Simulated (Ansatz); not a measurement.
This SnCl structure is the end of a relaxation. It was relaxed at this level from a Materials Project cell.

All numbers below come from Ansatz, DFT PBE, scalar-relativistic, plane waves, PAW. Cutoff 420 eV, Γ-centred mesh, Gaussian smearing, no spin polarisation.

```yaml
crystal:
  lattice:
    - [3.50120, 0.00000, 0.00000]
    - [-1.75060, 3.03212, 0.00000]
    - [0.00000, 0.00000, 10.19746]
  atoms:
    - { symbol: Sn, position: [0.33333, 0.66667, 0.31171] }
    - { symbol: Sn, position: [0.66667, 0.33333, 0.81171] }
    - { symbol: Cl, position: [0.33333, 0.66667, 0.06329] }
    - { symbol: Cl, position: [0.66667, 0.33333, 0.56329] }
```

Formation energies are uncorrected and refer to the elements' standard structures at the same level (Cl₂ as a molecule). The references include grey tin.

Question: Find its symmetry and describe it.

Answer: P6_3mc (No. 186). Conventional cell: a = 3.501 Å, c = 10.197 Å. Sn has 1 Cl at 2.53 Å; around Cl lies 1 Sn at 2.53 Å.

Question: How far does it lie from the elements in energy?

Answer: −0.55 eV/atom.

Question: Is it a metal?

Answer: Yes, bands cross the Fermi level on the 18×18×6 mesh.

The last run used an 18×18×6 mesh (in the run's order of axes) for its 4-atom cell and Gaussian smearing of 0.10 eV. Weakly bound directions are ill-defined at this level, which has no dispersion term. A structure relaxed within its symmetry needn't be a true minimum. Another cell of SnCl relaxed alike, in P4/nmm, lies 48 meV/atom lower, so this cell isn't the stable form at this level.
